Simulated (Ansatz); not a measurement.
Consider the following.

MgZnO₂:
```cif
data_MgO2Zn
_chemical_formula_sum 'Mg1 Zn1 O2'
_space_group_name_H-M_alt 'P 1'
_space_group_IT_number 1
_cell_length_a 3.22429
_cell_length_b 3.22429
_cell_length_c 5.05807
_cell_angle_alpha 90.000
_cell_angle_beta 90.000
_cell_angle_gamma 120.000
loop_
_space_group_symop_operation_xyz
  'x, y, z'
loop_
_atom_site_label
_atom_site_type_symbol
_atom_site_fract_x
_atom_site_fract_y
_atom_site_fract_z
_atom_site_occupancy
Mg1 Mg 0.33333 0.66667 0.49629 1
Zn1 Zn 0.66667 0.33333 0.00247 1
O1 O 0.33333 0.66667 0.88497 1
O2 O 0.66667 0.33333 0.38826 1
```

This is the LDA-relaxed structure.

Problem. All from LDA (plane waves, PAW; program Ansatz), unless another level is named. Predict the band gap.

Solution. 1.83 eV (smallest direct gap 1.83 eV).

Problem. Next, the electron effective mass?

Solution. 0.25, 0.25, 0.27 mₑ (principal values).

Problem. Next, the formation energy from the elements (no fitted shifts)?

Solution. -2.16 eV/atom.

Problem. Give the conduction-band minimum.

Solution. at Γ.

Problem. And the valence-band maximum?

Solution. on the Γ–A line, 4 % of the way from Γ.

Problem. Give the weight of the conduction-edge state by species (Voronoi cells).

Solution. O 48 %, Zn 35 %, Mg 17 %.

Space group P3m1. The first step of the workflow began from a Materials Project structure, measured or hypothetical; the Crystallography Open Database copy checked does not list it. With Mg and Zn taken as one species the cell has the higher symmetry P6_3mc, so it may be an ordered model of a mixed-site phase. Its standing as an ambient phase is unchecked. The LDA relaxation kept the symmetry of its start; phonons on a q-mesh show no instability. The references are the lowest solids computed at this level, not always the standard phases (solids in place of the gases).

Potentials: the later of the program's two PAW sets.
